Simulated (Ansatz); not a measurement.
ZnO in space group Pm-3n (No. 223; Zn on 6c, O on 6d), plane-wave PAW PBE (Ansatz code). The conduction-band minimum lies at Γ, with 1 equivalent valley. Second derivatives d²E/dk² of the lowest band at one valley (eV·Å²), along Cartesian directions:

```
direction  d²E/dk²
---------  -------
[100]        36.35
[010]        36.35
[001]        36.35
[110]        36.36
[101]        36.36
[011]        36.36
```

**Question.** Find the principal effective masses, the density-of-states mass and the conductivity mass.

**Answer.** Off-diagonal terms follow from H_xy = H[110] − (H_xx + H_yy)/2, and m*/mₑ = 7.620 eV·Å² over each eigenvalue: 0.21, 0.21, 0.21. One valley's DOS mass (m₁m₂m₃)^(1/3) = 0.21, conductivity mass 3/(Σ 1/mᵢ) = 0.21 mₑ.

**Question.** What effective density of states Nc follows at 300 K for parabolic valleys?

**Answer.** Nc = 2.509e19 × 1 × (0.21)^(3/2) ≈ 2.4e18 cm⁻³.

The start of the workflow was typed in or built on a structure type; neither database checked (COD, Materials Project) lists it. It is not the phase usual at ambient conditions (space group No. 186). The PBE relaxation kept the symmetry of its start; whether a distortion lowers the energy is not shown.

Potentials: the later of the program's two PAW sets.

Edges and masses are those of Kohn–Sham bands, whose gap is no quasiparticle gap.
